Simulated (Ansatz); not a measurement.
YGe$_{2}$Ru$_{2}$:
```yaml
crystal:
  lattice:
    - [-2.12167, 2.12167, 4.89893]
    - [2.12167, -2.12167, 4.89893]
    - [2.12167, 2.12167, -4.89893]
  atoms:
    - { symbol: Y, position: [0.00000, 0.00000, 0.00000] }
    - { symbol: Ru, position: [0.75000, 0.25000, 0.50000] }
    - { symbol: Ru, position: [0.25000, 0.75000, 0.50000] }
    - { symbol: Ge, position: [0.36870, 0.36870, 0.00000] }
    - { symbol: Ge, position: [0.63130, 0.63130, 0.00000] }
```

This is the r²SCAN-relaxed structure.

Q: All from plane-wave PAW r²SCAN (Ansatz code), unless another level is named. Give the electronic character.

A: metallic (no gap).

Q: Next, the density of states at the Fermi level?

A: 0.41 states/eV per atom (mean over ±0.08 eV).

Q: Next, the formation energy from the elements (no fitted shifts)?

A: -0.72 eV/atom.

Space group I4/mmm. The workflow started from an entry of the Crystallography Open Database (COD). Its standing as an ambient phase is unchecked. The cell was relaxed with r²SCAN under the symmetry of its start; whether a distortion lowers the energy is not shown. The run is not spin-polarised. The references are the lowest solids computed at this level, not always the standard phases. Spin–orbit coupling is left out wherever it is not named.

Potentials: the later of the program's two PAW sets.
